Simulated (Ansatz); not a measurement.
RuW:
Space group Cmcm (No. 63); a = 2.8180 Å, b = 9.8602 Å, c = 4.4032 Å, α = β = γ = 90.00°

| atom | site | symmetry | x | y | z |
|---|---|---|---|---|---|
| W | 4c | m2m | 0.0000 | 0.3402 | 0.2500 |
| Ru | 4c | m2m | 0.0000 | 0.0856 | 0.2500 |
(The calculation used a cell of 4 atoms; values per cell refer to that cell.)

Relaxed with PBE.

Question: Which orbitals make up the states near the Fermi level in plane-wave PAW PBE (Ansatz code)?

Answer: Within 0.5 eV of the Fermi level: W 5d 47 %, Ru 4d 40 %, outside the projected shells 5 %. Projections are on Löwdin-orthogonalised atomic valence shells; empty p or d shells of many metals are not among them.

Question: Tabulate the density of states.

Answer: States/eV per cell of 4 atoms, in 0.25 eV bins, energy from the Fermi level.

```
E (eV)  total  Ru 4d  W 5d  W 6s
------  -----  -----  ----  ----
-7.85    0.22   0.00  0.00  0.11
-7.60    0.28   0.00  0.00  0.13
-7.35    0.34   0.01  0.01  0.16
-7.10    0.42   0.01  0.01  0.20
-6.85    0.48   0.02  0.02  0.24
-6.60    0.53   0.04  0.03  0.26
-6.35    0.65   0.07  0.06  0.30
-6.10    1.16   0.24  0.20  0.43
-5.85    1.97   0.56  0.46  0.61
-5.60    3.54   1.42  1.06  0.69
-5.35    3.10   1.32  1.09  0.40
-5.10    3.78   1.68  1.43  0.27
-4.85    4.54   2.21  1.65  0.24
-4.60    6.14   3.21  2.16  0.28
-4.35    4.73   2.49  1.70  0.15
-4.10    4.16   2.16  1.63  0.15
-3.85    4.94   2.73  1.82  0.12
-3.60    4.87   2.82  1.70  0.10
-3.35    5.04   3.21  1.49  0.12
-3.10    5.51   3.47  1.61  0.13
-2.85    5.67   3.35  1.94  0.10
-2.60    3.84   2.18  1.40  0.07
-2.35    3.81   2.42  1.18  0.06
-2.10    5.81   3.54  1.96  0.07
-1.85    5.67   3.25  2.06  0.09
-1.60    4.92   2.68  1.80  0.10
-1.35    5.64   3.08  2.01  0.13
-1.10    4.78   2.59  1.71  0.13
-0.85    3.63   1.81  1.40  0.14
-0.60    3.64   1.70  1.50  0.15
-0.35    4.04   1.85  1.69  0.16
-0.10    4.30   1.89  1.86  0.18
0.15     3.59   1.28  1.83  0.13
0.40     3.56   1.20  1.93  0.10
0.65     3.92   1.42  2.19  0.07
0.90     3.38   1.21  1.90  0.07
1.15     2.91   1.07  1.63  0.06
1.40     2.89   1.01  1.71  0.06
1.65     3.46   1.25  2.05  0.06
1.90     3.70   1.46  2.05  0.06
2.15     3.96   1.60  2.11  0.08
2.40     4.90   1.65  2.92  0.12
2.65     3.44   1.06  2.10  0.10
2.90     3.76   1.05  2.42  0.13
```

The start of the workflow was typed in or built on a structure type; neither database checked (COD, Materials Project) lists it. Whether it is the stable phase at ambient conditions was not checked. The PBE relaxation kept the symmetry of its start; its stability against distortions is not shown here. The run is not spin-polarised. Its formation energy is positive at this level, so the cell may be metastable or incomplete. Axis ratios of metals converge slowly with the k-mesh, so a and c are less sure than the volume. Scalar-relativistic: spin–orbit coupling is off unless named, which matters more the heavier the elements.

Potentials: the later of the program's two PAW sets.
